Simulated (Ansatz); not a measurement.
CuCl:
```yaml
crystal:
  lattice:
    - [0.00000, 2.60374, 2.60374]
    - [2.60374, 0.00000, 2.60374]
    - [2.60374, 2.60374, 0.00000]
  atoms:
    - { symbol: Cu, position: [0.00000, 0.00000, 0.00000] }
    - { symbol: Cl, position: [0.75000, 0.75000, 0.75000] }
```

Tensor components refer to the Cartesian frame of this cell.

Question: Give the proper piezoelectric stress tensor with relaxed ions from DFT-LDA in the program Ansatz with PAW potentials.

Answer: In C/m², rows x, y, z, Voigt columns; mesh uncertainty up to 0.01.
```
 0.00   0.00   0.00  -0.41   0.00   0.00
 0.00   0.00   0.00   0.00  -0.41   0.00
 0.00   0.00   0.00   0.00   0.00  -0.41
```

The elastic tensor of the same run (GPa):

```
83.7  69.7  69.7   0.0   0.0   0.0
69.7  83.7  69.7   0.0   0.0   0.0
69.7  69.7  83.7   0.0   0.0   0.0
 0.0   0.0   0.0  18.2   0.0   0.0
 0.0   0.0   0.0   0.0  18.2   0.0
 0.0   0.0   0.0   0.0   0.0  18.2
```

Question: Convert to strain constants d = e·S.

Answer: In pC/N:
```
  0.0    0.0    0.0  -22.5    0.0    0.0
  0.0    0.0    0.0    0.0  -22.5    0.0
  0.0    0.0    0.0    0.0    0.0  -22.5
```

Space group F-43m (zinc blende). The LDA relaxation kept the symmetry of its start; phonons on a q-mesh show no instability. No spin polarisation was allowed.

Potentials: the earlier of the program's two PAW sets.
